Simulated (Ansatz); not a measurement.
Put GdY2O2 in P6/mmm (No. 191): Y on 2c; Gd on 1a; O on 2d.

All numbers below come from Ansatz, DFT PBE, scalar-relativistic, plane waves, PAW. Cutoff 420 eV, Γ-centred mesh, Gaussian smearing, collinear spin.

Energies over the elements count from the elements' standard structures at the same level (O₂ as a molecule), with no fitted energy shifts.

Problem. Give the relaxed lattice parameters and positions.

Solution.

Space group P6/mmm (No. 191). a = 6.557 Å, b = 6.557 Å, c = 4.180 Å, α = 90.00°, β = 90.00°, γ = 120.00°
| atom | site | symmetry | x | y | z |
| --- | --- | --- | --- | --- | --- |
| Y | 2c | -6m2 | 0.3333 | 0.6667 | 0.0000 |
| Gd | 1a | 6/mmm | 0.0000 | 0.0000 | 0.0000 |
| O | 2d | -6m2 | 0.3333 | 0.6667 | 0.5000 |

Y is surrounded by 2 O at 2.09 Å, 3 Gd at 3.79 Å and 3 Y at 3.79 Å; Gd has 6 Y at 3.79 Å, 2 Gd at 4.18 Å and 12 O at 4.32 Å; O is surrounded by 2 Y at 2.09 Å, 3 O at 3.79 Å, 2 O at 4.18 Å, 6 Gd at 4.32 Å and 6 Y at 4.32 Å. Another local minimum with the same sites may exist.

Problem. And its energy and gap?

Solution. The energy over the elements is −1.18 eV/atom, the gap on the 6×6×10 mesh of the 5-atom cell is 0 eV (a metal) and the net moment per atom is 1.50 μB. The moment by site is Gd 7.2 μB.

The last run used collinear spin and Gaussian smearing of 0.10 eV. The 4f shell of Gd is treated without a Hubbard U, which places its levels poorly. Another magnetic order may lie lower. A structure relaxed within its symmetry needn't be a true minimum. Another cell of GdY2O2 relaxed alike, in P-3m1, lies 1.02 eV/atom lower, so this cell isn't the stable form at this level. Site moments count only spheres around the atoms; the net moment includes the space between them.
